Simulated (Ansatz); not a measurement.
Relaxation of a generated cell, Ag placed in the AFLOW prototype A_tI2_139_a (A6, as in In); 1 atom in the cell, which starts as I4/mmm (No. 139), tI2; a = 3.169 Å, b = 3.169 Å, c = 3.407 Å, α = 90.00°, β = 90.00°, γ = 90.00°. The numbers are results of PBE (plane waves to 420 eV, PAW, scalar-relativistic; Ansatz, a first-principles code), not measurements. Γ-centred k-mesh 14×14×14 on the run's cell (coarser than for final values), Fermi–Dirac smearing 0.05 eV. This is the first round of the run. 

The optimiser's lines from the output (shortened; P is positive under compression):

```
relax step   1: F+E_penalty+E_count = -7590.56535263 eV  Δ(F+E_penalty+E_count) = +0.000e0 eV  max|allowed force component| = 0.000e0 eV/Å  Δτ_max = 0.0000 Å  P = +5.216 GPa  Ω = 17.104 Å³  (7 SCF iters, dr2 threshold 1.00e-7 eV, accepted)
relax step   2: F+E_penalty+E_count = -7590.57560276 eV  Δ(F+E_penalty+E_count) = -1.025e-2 eV  max|allowed force component| = 0.000e0 eV/Å  Δτ_max = 0.0000 Å  P = -2.486 GPa  Ω = 18.580 Å³  (6 SCF iters, dr2 threshold 1.00e-7 eV, accepted)
relax step   3: F+E_penalty+E_count = -7590.58124194 eV  Δ(F+E_penalty+E_count) = -5.639e-3 eV  max|allowed force component| = 0.000e0 eV/Å  Δτ_max = 0.0000 Å  P = -0.474 GPa  Ω = 18.101 Å³  (5 SCF iters, dr2 threshold 1.00e-7 eV, accepted)
relax step   4: F+E_penalty+E_count = -7590.58415146 eV  Δ(F+E_penalty+E_count) = -2.910e-3 eV  max|allowed force component| = 0.000e0 eV/Å  Δτ_max = 0.0000 Å  P = +0.454 GPa  Ω = 17.897 Å³  (5 SCF iters, dr2 threshold 1.00e-7 eV, accepted)
relax step   5: F+E_penalty+E_count = -7590.59526119 eV  Δ(F+E_penalty+E_count) = -1.111e-2 eV  max|allowed force component| = 0.000e0 eV/Å  Δτ_max = 0.0000 Å  P = +1.553 GPa  Ω = 17.633 Å³  (5 SCF iters, dr2 threshold 1.00e-7 eV, accepted)
relax step   6: F+E_penalty+E_count = -7590.60421712 eV  Δ(F+E_penalty+E_count) = -8.956e-3 eV  max|allowed force component| = 0.000e0 eV/Å  Δτ_max = 0.0000 Å  P = +2.219 GPa  Ω = 17.442 Å³  (5 SCF iters, dr2 threshold 1.00e-7 eV, accepted)
relax step   7: F+E_penalty+E_count = -7590.60441810 eV  Δ(F+E_penalty+E_count) = -2.010e-4 eV  max|allowed force component| = 0.000e0 eV/Å  Δτ_max = 0.0000 Å  P = -2.008 GPa  Ω = 18.105 Å³  (5 SCF iters, dr2 threshold 1.00e-7 eV, accepted)
relax step   8: F+E_penalty+E_count = -7590.60775830 eV  Δ(F+E_penalty+E_count) = -3.340e-3 eV  max|allowed force component| = 0.000e0 eV/Å  Δτ_max = 0.0000 Å  P = +0.067 GPa  Ω = 17.766 Å³  (5 SCF iters, dr2 threshold 1.00e-7 eV, accepted)
relax step   9: F+E_penalty+E_count = -7590.60775522 eV  Δ(F+E_penalty+E_count) = +3.074e-6 eV  max|allowed force component| = 0.000e0 eV/Å  Δτ_max = 0.0000 Å  P = +0.008 GPa  Ω = 17.778 Å³  (3 SCF iters, dr2 threshold 1.55e-8 eV, accepted)
relax step  10: F+E_penalty+E_count = -7590.61207749 eV  Δ(F+E_penalty+E_count) = -4.322e-3 eV  max|allowed force component| = 0.000e0 eV/Å  Δτ_max = 0.0000 Å  P = +0.479 GPa  Ω = 17.778 Å³  stress off target by 1.39e0 GPa  SCF on the basis re-selected at this cell (its energy is not comparable with the rows above)  (6 SCF iters)
relax step  11: F+E_penalty+E_count = -7590.61363429 eV  Δ(F+E_penalty+E_count) = -1.557e-3 eV  max|allowed force component| = 0.000e0 eV/Å  Δτ_max = 0.0000 Å  P = +0.133 GPa  Ω = 17.839 Å³  (4 SCF iters, dr2 threshold 1.00e-7 eV, accepted)
relax step  12: F+E_penalty+E_count = -7590.61479525 eV  Δ(F+E_penalty+E_count) = -1.161e-3 eV  max|allowed force component| = 0.000e0 eV/Å  Δτ_max = 0.0000 Å  P = +0.030 GPa  Ω = 17.847 Å³  (4 SCF iters, dr2 threshold 1.00e-7 eV, accepted)
relax step  13: F+E_penalty+E_count = -7590.61483074 eV  Δ(F+E_penalty+E_count) = -3.548e-5 eV  max|allowed force component| = 0.000e0 eV/Å  Δτ_max = 0.0000 Å  P = +0.031 GPa  Ω = 17.847 Å³  (3 SCF iters, dr2 threshold 7.10e-8 eV, accepted)
relax step  14: F+E_penalty+E_count = -7590.61484012 eV  Δ(F+E_penalty+E_count) = -9.382e-6 eV  max|allowed force component| = 0.000e0 eV/Å  Δτ_max = 0.0000 Å  P = -0.001 GPa  Ω = 17.853 Å³  (4 SCF iters, dr2 threshold 1.07e-8 eV, accepted)
relax step  15: F+E_penalty+E_count = -7590.61485872 eV  Δ(F+E_penalty+E_count) = -1.861e-5 eV  max|allowed force component| = 0.000e0 eV/Å  Δτ_max = 0.0000 Å  P = -0.008 GPa  Ω = 17.853 Å³  stress off target by 1.64e-2 GPa  SCF on the basis re-selected at this cell (its energy is not comparable with the rows above)  (6 SCF iters)
```

From the first to the last row the energy changes by -0.05 eV/atom and the volume by +4.4 %. The last row is marked as not comparable with the walk above it, whose basis was carried along; it does compare with step 1, since both stand on a basis selected at the nominal cutoff for their own cell.

Later rounds, restarted from the end of this one on a renewed k-mesh, logged 8 more steps and released under 0.01 eV/atom more. The final structure after all rounds: Fm-3m (No. 225), cF4, fcc (Cu type); a = 4.1492 Å, b = 4.1492 Å, c = 4.1492 Å, α = 90.00°, β = 90.00°, γ = 90.00°. Between re-selections the logged energies stand on a plane-wave basis carried along with the cell. No spin polarisation in the result.

The run could not lose the symmetry of its start.
